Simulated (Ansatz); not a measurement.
Na3SBr: relaxed-ion elastic tensor

The calculation used DFT PBEsol, scalar-relativistic, plane waves, PAW in Ansatz 0.2.0. Cutoff 420 eV, 6×6×6 k-points (Γ-centred), fixed occupations. No spin polarisation.

The cell is fixed (symmetry leaves no force on the atoms) and stands under 0.0 GPa:
```
CELL_PARAMETERS angstrom
5.19620 0.00000 0.00000
0.00000 5.19620 0.00000
0.00000 0.00000 5.19620
ATOMIC_POSITIONS crystal
Br 0.00000 0.00000 0.00000
S 0.50000 0.50000 0.50000
Na 0.50000 0.50000 0.00000
Na 0.50000 0.00000 0.50000
Na 0.00000 0.50000 0.50000
```

The cell is the ideal cubic antiperovskite prototype; whether it is the stable structure of this composition wasn't checked.

Problem. Give the relaxed-ion elastic constants (GPa, Voigt order xx yy zz yz xz xy, on the axes of the cell above).

Solution.
C11 = 51.2, C12 = 5.3, C13 = 5.3, C22 = 51.2, C23 = 5.3, C33 = 51.2, C44 = 6.8, C55 = 6.8, C66 = 6.8 GPa; the others vanish.

Problem. Is the crystal stable against homogeneous strain?

Solution. Yes: the least eigenvalue of the tensor is 6.8 GPa.

Problem. And the moduli of a polycrystal (Hill averages)?

Solution. B = 21 GPa, G = 11 GPa, E = 29 GPa, ν = 0.27.

Cost: 1 run of about 0.36 core-minutes, on Intel Xeon 6975P-C (Granite Rapids) (shared hosts).